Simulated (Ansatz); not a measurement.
A structure of ZrO2 relaxed with PBEsol (plane waves to 420 eV, PAW, scalar-relativistic; Ansatz, a quantum-chemistry and plane-wave program); single points at other levels follow on the same geometry (Ansatz, PAW; HSE06 at 420 eV on a 6×6×4 k-mesh; no spin-orbit coupling). Space group P4₂/nmc (No. 137).

```yaml
crystal:
  lattice:
    - [3.58443, 0.00000, 0.00000]
    - [0.00000, 3.58443, 0.00000]
    - [0.00000, 0.00000, 5.17858]
  atoms:
    - { symbol: Zr, position: [0.00000, 0.00000, 0.00000] }
    - { symbol: Zr, position: [0.50000, 0.50000, 0.50000] }
    - { symbol: O, position: [0.00000, 0.50000, 0.70118] }
    - { symbol: O, position: [0.50000, 0.00000, 0.29882] }
    - { symbol: O, position: [0.00000, 0.50000, 0.20118] }
    - { symbol: O, position: [0.50000, 0.00000, 0.79882] }
```

```json
[
 {"level": "PBEsol", "gap (eV)": "4.00", "kind": "indirect", "conduction minimum": "Γ"},
 {"level": "HSE06", "gap (eV)": "5.73", "kind": "–", "conduction minimum": "Γ"}
]
```

HSE06 gaps come from a coarse mesh plus a few chosen points, so they may be too large. No spin polarisation in the result.

The run could not lose the symmetry of its start.

It was reached from a disturbed copy of a Fm-3m (No. 225) cell (fluorite type), against which it lies -22 meV/atom.

The first start was generated by placing the elements on the sites of a structure type. A measured structure of ZrO2 has the same space group, P4₂/nmc (No. 137); the sites were not compared with it.
